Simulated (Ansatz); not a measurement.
TiS₂ (CdI2 type)

```yaml
crystal:
  lattice:
    - [3.29787, 0.00000, 0.00000]
    - [-1.64893, 2.85604, 0.00000]
    - [0.00000, 0.00000, 5.33994]
  atoms:
    - { symbol: Ti, position: [0.00000, 0.00000, 0.00000] }
    - { symbol: S, position: [0.33333, 0.66667, 0.26877] }
    - { symbol: S, position: [0.66667, 0.33333, 0.73123] }
```

The volume is varied about the relaxed value V₀ at fixed cell shape. The atoms relax within the cell's symmetry.

These are PBEsol-D3(BJ) (plane waves to 420 eV, PAW, scalar-relativistic; Ansatz, a first-principles code) values and carry that method's errors. k mesh 16×16×9 (Γ-centred), Fermi-Dirac smearing 0.05 eV. E stands for the smeared free energy. The PAW data are Ansatz's earlier set. TiS2 is run without spin polarisation. TiS2 was relaxed with its symmetry unable to fall. ΔE is measured from the relaxed starting cell.

Question: Give the computed ΔE (kJ/mol of atoms) at V/V₀ = 0.917, 0.933, 1.033, 1.050, 1.083.

Answer: 
```tsv
V/V₀	ΔE (kJ/mol of atoms)
0.917	2.5
0.933	1.6
1.033	0.3
1.050	0.7
1.083	1.8
```

(A scan under strain: stresses follow from slopes of the energy per volume, elastic moduli from its curvatures.)
